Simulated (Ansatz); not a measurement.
HfBN:
```
CELL_PARAMETERS angstrom
      2.72593     0.00000     0.00000
     -1.36297     2.36072     0.00000
      0.00000     0.00000     4.89732
ATOMIC_POSITIONS crystal
  Hf 0.00000 0.00000 0.00000
  B  0.33333 0.66667 0.50000
  N  0.66667 0.33333 0.50000
```

Relaxed with PBEsol. Special points in fractions of this cell's reciprocal vectors: Γ (0.000, 0.000, 0.000); M (0.500, 0.000, 0.000); K (0.333, 0.333, 0.000); A (0.000, 0.000, 0.500); L (0.500, 0.000, 0.500); H (0.333, 0.333, 0.500).

Task: List the band energies nearest the Fermi level at these points for the program Ansatz at the PBEsol level (PAW).

Result: In eV from the Fermi level; about four levels below and three above (degenerate sets whole), none deeper than 8.9 eV; points with the same levels are listed once.

```json
[
 {"k": "Γ", "below": "-5.94 -5.50 -5.50 -0.27", "above": "1.62 1.62 4.89"},
 {"k": "M", "below": "-7.71 -6.70 -3.90 -1.62", "above": "1.54 2.63 3.63"},
 {"k": "K", "below": "-5.60 -3.36", "above": "0.37 0.47 2.10"},
 {"k": "A", "below": "-5.48 -5.48 -4.42", "above": "1.54 1.54 1.54"},
 {"k": "L", "below": "-5.77 -4.32 -1.94 -0.89", "above": "3.53 4.29 4.30"},
 {"k": "H", "below": "-4.98 -2.09 -0.01", "above": "0.02 1.13 1.37"}
]
```

Space group P-6m2. The start of the workflow was typed in or built on a structure type; neither database checked (COD, Materials Project) lists it. Its standing as an ambient phase is unchecked. The PBEsol relaxation kept the symmetry of its start. At this level the phase is dynamically unstable (imaginary phonons). The run is not spin-polarised. The volume moved by 28 % from the start of the relaxation. Spin–orbit coupling is left out wherever it is not named.

Potentials: the earlier of the program's two PAW sets. The files were generated under PBE; for other functionals the program regenerates the frozen cores, and for LDA and PBEsol the local potential too.
